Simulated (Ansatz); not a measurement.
BiTe in space group R-3m (No. 166; Bi on 3b, Te on 3a) at seven volumes, the program Ansatz at the PBEsol level (PAW), shape and atoms relaxed at each. One row is withheld.

| V (Å³/atom) | P (GPa) |
|---|---|
| 29.012 | ? |
| 29.969 | 3.19 |
| 30.925 | 1.57 |
| 31.882 | 0.00 |
| 32.838 | -1.35 |
| 33.795 | -2.46 |
| 34.751 | -3.46 |

Task: Fit the shown pressures and predict the withheld one.

Result: Third-order Birch–Murnaghan: P = (3/2)B₀(x^(7/2) − x^(5/2))[1 + (3/4)(B′ − 4)(x − 1)] with x = (V₀/V)^(2/3). Least squares on the six rows gives V₀ = 31.887 Å³/atom, B₀ = 46.75 GPa, B′ = 3.37. At V = 29.012, x = 1.0650 and P = 5.17 GPa. The run itself gave 4.83 GPa.

The workflow started from a Materials Project entry (that database holds measured and hypothetical structures alike); the Crystallography Open Database copy checked does not list it. COD files the formula under space group No. 164, 225. Whether it is the stable phase at ambient conditions was not checked. Symmetry was held in the PBEsol relaxation; whether a distortion lowers the energy is not shown. Spin–orbit coupling is left out wherever it is not named.

Potentials: the later of the program's two PAW sets.
